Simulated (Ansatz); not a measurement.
Ge₃PbSe₄ in space group Pm (No. 6; Pearson symbol mP8), LDA (plane waves, PAW; program Ansatz). The conduction-band minimum lies on the Y2–Γ line, 86 % of the way from Y2, with 2 equivalent valleys. Second derivatives d²E/dk² of the lowest band at one valley (eV·Å²), along Cartesian directions:

```json
[
 {"direction": "[100]", "d²E/dk²": "3.401"},
 {"direction": "[010]", "d²E/dk²": "9.556"},
 {"direction": "[001]", "d²E/dk²": "108.1"},
 {"direction": "[110]", "d²E/dk²": "6.481"},
 {"direction": "[101]", "d²E/dk²": "59.28"},
 {"direction": "[011]", "d²E/dk²": "58.95"}
]
```

**Question.** Find the principal effective masses, the density-of-states mass and the conductivity mass.

**Answer.** Off-diagonal terms follow from H_xy = H[110] − (H_xx + H_yy)/2, and m*/mₑ = 7.620 eV·Å² over each eigenvalue: 0.070, 0.80, 2.3. One valley's DOS mass (m₁m₂m₃)^(1/3) = 0.51, conductivity mass 3/(Σ 1/mᵢ) = 0.19 mₑ.

**Question.** What effective density of states Nc follows at 300 K for parabolic valleys?

**Answer.** Nc = 2.509e19 × 2 × (0.51)^(3/2) ≈ 1.8e19 cm⁻³.

The first step of the workflow began from a Materials Project structure, measured or hypothetical; the Crystallography Open Database copy checked does not list it. Whether it is the stable phase at ambient conditions was not checked. The cell was relaxed with LDA under the symmetry of its start; of distortions, only those at the zone centre were tested. A crystal of weakly bound layers computed without a dispersion correction: the cell and the soft elastic constants depend strongly on that. Scalar-relativistic: spin–orbit coupling is off unless named, which matters more the heavier the elements.

Potentials: the later of the program's two PAW sets.

Edges and masses are those of Kohn–Sham bands, whose gap is no quasiparticle gap.
